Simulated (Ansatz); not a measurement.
**Migration of H in In**

Method: DFT PBEsol, scalar-relativistic, plane waves, PAW (Ansatz). (420 eV cutoff, 3×3×3 k-mesh, Gaussian smearing of 0.10 eV, no spin polarisation)

In a supercell of 16 host sites, interstitial H hops to an equivalent place, moving 1.34 Å between the relaxed ends. Climbing-image nudged elastic band at fixed cell with images 0 (start) to 6 (end), the path measured over all atoms, converged to 0.05 eV/Å; the order of the saddle wasn't checked, and the small cell leaves errors of about a tenth of an eV. Zero-point motion and tunnelling, which matter for H, are left out.

Start:

```
CELL_PARAMETERS angstrom
7.45178 0.00000 0.00000
0.00000 7.45178 0.00000
0.00000 0.00000 7.45178
ATOMIC_POSITIONS crystal
In 0.99849 0.98053 0.99859
In 0.50298 0.97815 0.99881
In 0.98814 0.51048 0.00119
In 0.00976 0.01206 0.50258
In 0.25061 0.27003 0.25176
In 0.51194 0.51223 0.00140
In 0.48994 0.01021 0.50229
In 0.74891 0.23801 0.24031
In 0.98045 0.49370 0.49811
In 0.24920 0.74100 0.26248
In 0.25080 0.27458 0.74538
In 0.51927 0.49551 0.49789
In 0.75119 0.75793 0.26924
In 0.74867 0.24168 0.76047
In 0.24939 0.73789 0.73763
In 0.75095 0.75449 0.73150
H 0.25331 0.12569 0.99317
```

Atom 17 jumps to (0.937, 1.888, -0.051) Å.

Question: Give the energy along the band and the structure at its top.

Answer:
| image | path (Å) | E − E(0) (eV) | H x (Å) | H y (Å) | H z (Å) | force on H (eV/Å) |
| --- | --- | --- | --- | --- | --- | --- |
| 0 | 0.00 | 0.000 | 1.888 | 0.937 | -0.051 | 0.00 |
| 1 | 0.27 | 0.003 | 1.666 | 0.995 | -0.035 | 0.01 |
| 2 | 0.55 | 0.007 | 1.441 | 1.088 | -0.027 | 0.01 |
| 3 | 0.82 | 0.007 | 1.262 | 1.262 | -0.028 | 0.00 |
| 4 | 1.09 | 0.007 | 1.088 | 1.441 | -0.027 | 0.01 |
| 5 | 1.37 | 0.003 | 0.995 | 1.666 | -0.035 | 0.01 |
| 6 | 1.64 | 0.000 | 0.937 | 1.888 | -0.051 | 0.00 |

Barrier 0.01 eV. Image 4:
```
CELL_PARAMETERS angstrom
7.45178 0.00000 0.00000
0.00000 7.45178 0.00000
0.00000 0.00000 7.45178
ATOMIC_POSITIONS crystal
In 0.97693 0.97985 0.99750
In 0.51107 0.98426 0.00044
In 0.98267 0.50510 0.99950
In 0.01179 0.01349 0.50226
In 0.26537 0.25680 0.24888
In 0.51626 0.51703 0.00217
In 0.49704 0.99307 0.49945
In 0.74652 0.24677 0.25253
In 0.00126 0.49420 0.50045
In 0.24298 0.75107 0.24653
In 0.26888 0.25932 0.74886
In 0.50606 0.51362 0.49681
In 0.75771 0.75559 0.27042
In 0.74388 0.24837 0.74752
In 0.24551 0.74902 0.75357
In 0.75416 0.75318 0.72954
H 0.14602 0.19332 0.99637
```

Cost: 1 run of about 54 core-minutes, on Arm Neoverse N1 (shared hosts).